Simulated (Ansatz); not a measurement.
# Ca: how the free axis answers a strain

Ca, P6_3/mmc, a = 3.852 Å, c = 6.341 Å. This isn't the element's structure at ambient conditions. Ansatz: PBEsol, PAW, 420 eV, Γ-centred 12×12×8 mesh on 2 atoms, Gaussian smearing 0.10 eV; no spin polarisation. Series: biaxial strain in the a-b plane, c and atoms relaxed; x is the strain in per cent. y is the change of c in per cent of 6.341 Å.

```tsv
x (%)	y (%)
-4.5	1.43
-3.0	?
-1.5	0.48
0.0	0.00
1.5	-0.46
3.0	-1.02
4.5	-1.87
```

Question: Fit y = c1 x + c2 x² to the other rows, say what c1 measures, and predict the missing y.

Answer: Least squares on the rows shown. y = −0.3531 x − 0.009340 x². With no stress along c, c1 = −2C13/C33 = -0.353. With a term in x³ added, the coefficient of x becomes -0.2881, 18 % less, which shows how far this figure hangs on the form. At x = -3.0 the fit asked for gives 0.98 %. The run gave 0.97 %, so the fit is 0.01 % too high, within the rms miss on the fitted rows (0.08 %).